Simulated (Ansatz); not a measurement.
The relaxed structure here is a generated cell of GaN: the first start was made by placing the elements on the sites of a structure type, and the end was not matched to a known phase here, so it may be hypothetical. Known forms of GaN include space group No. 186, 216.

A relaxed structure of GaN. Space group Pnma (No. 62). All values below come from PBE (plane waves to 420 eV, PAW, scalar-relativistic; Ansatz, an electronic-structure program).

```cif
data_Ga4N4
_chemical_formula_sum 'Ga4 N4'
_space_group_name_H-M_alt 'P 1'
_space_group_IT_number 1
_cell_length_a 6.06570
_cell_length_b 3.29563
_cell_length_c 5.40920
_cell_angle_alpha 90.000
_cell_angle_beta 90.000
_cell_angle_gamma 90.000
loop_
_space_group_symop_operation_xyz
  'x, y, z'
loop_
_atom_site_label
_atom_site_type_symbol
_atom_site_fract_x
_atom_site_fract_y
_atom_site_fract_z
_atom_site_occupancy
Ga1 Ga 0.66789 0.75000 0.90224 1
Ga2 Ga 0.83211 0.25000 0.40224 1
Ga3 Ga 0.33211 0.25000 0.09776 1
Ga4 Ga 0.16789 0.75000 0.59776 1
N1 N 0.32838 0.75000 0.89968 1
N2 N 0.17162 0.25000 0.39968 1
N3 N 0.67162 0.25000 0.10032 1
N4 N 0.82838 0.75000 0.60032 1
```

Task: What is the computed band gap (PBE)?

Result: 1.60 eV, direct at Γ (no spin-orbit coupling).

No spin polarisation in the result.

The run could not lose the symmetry of its start, so the end can be a saddle point.
